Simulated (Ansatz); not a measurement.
**What DFT gives for Sr2Be4Ru**

```
Sr Ru Be
1.0
     0.00000    3.87462    0.00000
     3.87462    0.00000    0.00000
     1.93731    1.93731   -6.35693
Sr Ru Be
2 1 4
Direct
  0.35380 0.35380 0.29240
  0.64620 0.64620 0.70760
  0.00000 0.00000 0.00000
  0.50000 0.00000 0.00000
  0.00000 0.50000 0.00000
  0.16300 0.16300 0.67400
  0.83700 0.83700 0.32600
```

Method: r2SCAN, no spin polarisation; PAW, plane waves to 500 eV, 9×9×9 Γ-centred mesh, fermi-dirac occupations (width 0.1 eV) (Ansatz 0.2.0), atoms fixed.

- Charges: Bader charges in e: Sr +0.97, Be +0.32 to +1.40, Ru -5.38. In the mean Sr gives up most and Ru takes most.
- Stress: The pressure is 50.9 GPa (compression positive), so with the atoms held at these fractions the cell would first expand; the forces are large, so a full relaxation may end otherwise. The principal stresses 50.4, 50.4, 51.8 GPa differ, so its shape would change too.
- Formation energy: 1.21 eV an atom against the elements' usual phases (free molecules for gases, crystals otherwise, with no correction for O₂ or N₂), so at this geometry it isn't bound against them. Relaxing would lower it.
- At the Fermi level: It is a metal, with about 4.9 states/eV a cell as the mean within 0.25 eV of the Fermi level.

Origin: a known structure type with other elements, at an estimated volume, so it need not be a known compound. Caveats: atoms or cell far from equilibrium.
